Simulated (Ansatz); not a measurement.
BaTiO$_{3}$:
```
BaTiO3
1.0
    3.99407     0.00000     0.00000
    0.00000     3.99407     0.00000
    0.00000     0.00000     3.99407
Ba Ti O
1 1 3
Cartesian
  0.00000   0.00000   0.00000
  1.99703   1.99703   1.99703
  0.00000   1.99703   1.99703
  1.99703   1.99703   0.00000
  1.99703   0.00000   1.99703
```

Tensor components refer to the Cartesian frame of this cell.

Q: Give the high-frequency dielectric tensor and the Born effective charge tensors of the independent atoms from DFPT, the program Ansatz at the r²SCAN level (PAW).

A: 
ε∞:
```
6.04  0.00  0.00
0.00  6.04  0.00
0.00  0.00  6.04
```
Z* of atom 1 (Ba), rows: field, columns: displacement, in e:
```
2.74  0.00  0.00
0.00  2.74  0.00
0.00  0.00  2.74
```
Z* of atom 2 (Ti), rows: field, columns: displacement, in e:
```
7.21  0.00  0.00
0.00  7.21  0.00
0.00  0.00  7.21
```
Z* of atom 3 (O), rows: field, columns: displacement, in e:
```
-5.71   0.00   0.00
 0.00  -2.12   0.00
 0.00   0.00  -2.12
```

Static charges for comparison (Bader): Ba1 +1.57, Ti2 +2.32, O3 -1.30 e. Born charges measure polarisation by displacement and can exceed these by far.

Space group Pm-3m (cubic perovskite). This is a known high-temperature phase of the composition, computed here at zero pressure and temperature. Symmetry was held in the r²SCAN relaxation. At this level the phase is dynamically unstable (imaginary phonons). No spin polarisation was allowed. Scalar-relativistic: spin–orbit coupling is off unless named, which matters more the heavier the elements.

Potentials: the later of the program's two PAW sets.
